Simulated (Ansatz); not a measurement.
Input and command of a calculation in Ansatz (plane waves; scalar-relativistic PAW potentials unless the input names others):

```yaml
crystal:
  lattice:
    - [-3.103273457, 0.0, 0.0]
    - [-1.5516367285, -2.6875136487, 0.0]
    - [1.5516367285, 0.8958378829, 10.9145109918]
  atoms:
    - { symbol: Ta, position: [0.3649209201, 0.3649209201, 0.3436127604] }
    - { symbol: Ta, position: [0.6216617773, 0.6216617773, 0.1138353319] }
    - { symbol: Ta, position: [0.1895140281, 0.1895140281, 0.8173920844] }
    - { symbol: Ta, position: [0.7799203276, 0.7799203276, 0.5886109827] }
    - { symbol: C, position: [0.4852626666, 0.4852626666, 0.7046379999] }
    - { symbol: C, position: [0.9905907848, 0.9905907848, 0.2206223545] }
    - { symbol: C, position: [0.0730308634, 0.0730308634, 0.4679425903] }
basis:
  ecutrho_ratio: 6
kpoints:
  mp_grid: { grid: [14, 14, 4] }
hamiltonian:
  xc: pbesol
scf:
  occupations: { method: gaussian, width: 0.15 }
output:
  forces: true
  eigenvalues: true
  stress: true
accuracy: high
```

```bash
ansatz run input.yaml --threads 2 --pin off --max-ram 5120MiB --backend cpu --events-out ev --progress --plain --runs-dir out
```

Abridged log:
```
Warning: crystal.symmetry: narrowed to the stabiliser of the k-point mesh — unitary ops 6 → 2; excluded 4 operations that carry a point of the 14×14×4 mesh (shift [0, 0, 0]) off the mesh (the run samples exactly the mesh kpoints.mp_grid names, as under crystal.symmetry.detect: false, and its converged state has the mesh's symmetry, not the crystal's; ε∞, the Born charges and the force constants of a linear response (`dielectric:` by the response, `phonons.method: dfpt`) are averaged over those of the crystal's operations that the state keeps within a tolerance, where `mesh_tensors`, `unaverage ...
Pseudopotentials: kind: paw
Pseudopotential: Ta, paw, valence charge 13, recommended cutoff 420 eV (normal)
Pseudopotential: C, paw, valence charge 4, recommended cutoff 420 eV (normal)
Functional definition: PBEsol
Crystal: 7 atoms, lattice volume = 91.028 Å³
Basis set: ecut = 420 eV, 1771 PW (Γ), exchange–correlation on 60×60×216 points (8 copies of the dense FFT grid, shifted against one another)
Bands: 39, of which v1, the nominal top of the filled ones, is band 32 counted from 1 (31 counted from 0)
Symmetry: 2 space group operations
k-points: 219 of 784 (time reversal used)
Initial density: superposition of atomic densities (neutral atoms: chi_scale 0, normalization atom), corrected by the library's trained network
Initial wavefunctions: pseudopotential atomic-orbital guess
Functional: x = pbesol(κ = 0.804, μ = 0.12345679), c = pbesol(β = 0.046)
SCF iter   1: F=—  HF=-39969.616447 eV  |F-HF|=—  |Δ(HF+E_count)|=         —  Δρ=1.45e-2  dr2=2.86e0  ethr=1.77e-3  ⟨swp⟩=5.7  Hψ=33687  notcnv=0
SCF iter   2: F=—  HF=-39969.498282 eV  |F-HF|=—  |Δ(HF+E_count)|=   1.18e-1  Δρ=6.31e-3  dr2=6.77e-1  ethr=1.77e-3  ⟨swp⟩=1.0  Hψ=10294  notcnv=0  defer=8
SCF iter   3: F=—  HF=-39969.460560 eV  |F-HF|=—  |Δ(HF+E_count)|=   3.77e-2  Δρ=2.42e-3  dr2=4.29e-2  ethr=1.06e-3  ⟨swp⟩=1.0  Hψ=8207  notcnv=0  defer=8
SCF iter   4: F=—  HF=-39969.455547 eV  |F-HF|=—  |Δ(HF+E_count)|=   5.01e-3  Δρ=8.57e-4  dr2=2.30e-3  ethr=6.70e-5  ⟨swp⟩=1.9  Hψ=9267  notcnv=0  defer=39
SCF iter   5: F=—  HF=-39969.455230 eV  |F-HF|=—  |Δ(HF+E_count)|=   3.16e-4  Δρ=2.84e-4  dr2=1.26e-4  ethr=3.60e-6  ⟨swp⟩=2.0  Hψ=11666  notcnv=0  defer=78
SCF iter   6: F=—  HF=-39969.455213 eV  |F-HF|=—  |Δ(HF+E_count)|=   1.73e-5  Δρ=9.21e-5  dr2=2.35e-5  ethr=1.96e-7  ⟨swp⟩=2.0  Hψ=11231  notcnv=0  defer=78
SCF iter   7: F=—  HF=-39969.455210 eV  |F-HF|=—  |Δ(HF+E_count)|=   2.93e-6  Δρ=3.34e-5  dr2=2.01e-6  ethr=3.67e-8  ⟨swp⟩=2.2  Hψ=10204  notcnv=0  defer=205
SCF iter   8: F=—  HF=-39969.455210 eV  |F-HF|=—  |Δ(HF+E_count)|=   2.67e-7  Δρ=1.09e-5  dr2=3.43e-7  ethr=3.15e-9  ⟨swp⟩=2.0  Hψ=11635  notcnv=0  defer=205
SCF iter   9: F=-39969.455210 eV  HF=-39969.455210 eV  |F-HF|=1.95e-8  |Δ(HF+E_count)|=   3.60e-8  Δρ=3.03e-6  dr2=2.48e-8  ethr=1.56e-10  ⟨swp⟩=11.9  Hψ=34534  notcnv=0
SCF iter  10: F=—  HF=-39969.455210 eV  |F-HF|=—  |Δ(HF+E_count)|=   2.66e-9  Δρ=9.68e-7  dr2=1.77e-9  ethr=3.88e-11  ⟨swp⟩=2.0  Hψ=9418  notcnv=0
SCF iter  11: F=—  HF=-39969.455210 eV  |F-HF|=—  |Δ(HF+E_count)|=  2.55e-10  Δρ=3.48e-7  dr2=1.59e-10  ethr=2.76e-12  ⟨swp⟩=2.0  Hψ=11763  notcnv=0
SCF iter  12: F=-39969.455210 eV  HF=-39969.455210 eV  |F-HF|=1.46e-11  |Δ(HF+E_count)|=  2.18e-11  Δρ=9.03e-8  dr2=1.10e-11  ethr=1.00e-12  ⟨swp⟩=4.8  Hψ=27561  notcnv=0
SCF 1 converged in 12 iterations: F = -39969.455210 eV  dr2 = 1.10e-11
SCF converged after 12 iterations
Free energy (F): -39969.455210 eV
Harris-Foulkes:  -39969.455210 eV  (|F-HF|=1.46e-11)
Internal energy: -39969.423402 eV  (E = F + TS)
E sigma→0 (E₀):  -39969.439306 eV
Entropy (-TS):   -0.031808 eV (-4.544 meV/atom)
Fermi energy:    17.706487 eV
--- Forces (eV/Å), atoms counted from 1 ---
  atom   1  Ta     0.00046287     0.00026724    -0.05831015
  atom   2  Ta     0.00010868     0.00006275    -1.34857624
  atom   3  Ta    -0.00009936    -0.00005736     1.25902094
  atom   4  Ta     0.00012431     0.00007177     0.03154411
  atom   5  C     -0.00017027    -0.00009830     0.66056645
  atom   6  C     -0.00042158    -0.00024340    -0.45635811
  atom   7  C     -0.00000466    -0.00000269    -0.08788679
--- Stress (GPa, compression-positive) ---
       -2.754729       0.001856      -0.001265
        0.001856      -2.756872      -0.000730
       -0.001265      -0.000730     -13.256280
  P = ⅓ Tr σ = -6.2560 GPa (-62.560 kbar)
```

Apart from outputs and empty bands, the input differs from a reference run on usual settings in basis.ecutrho_ratio: not typed → 6; accuracy: not typed → "high"; basis.ecutwfc: 420 → not typed. The reference, at the same geometry (not necessarily relaxed), gave pressure -6.26 GPa, largest force 1.349 eV/Å, no gap on the mesh. This run converged in 12 SCF iterations (reference: 9) with an energy at zero smearing within 0.01 meV/atom of the reference's, pressure -6.26 GPa, largest force 1.349 eV/Å, no gap on the mesh.

Time: 21 s on 2 threads of INTEL(R) XEON(R) PLATINUM 8581C CPU @ 2.30GHz (Emerald Rapids) (shared host), peak memory 0.85 GiB.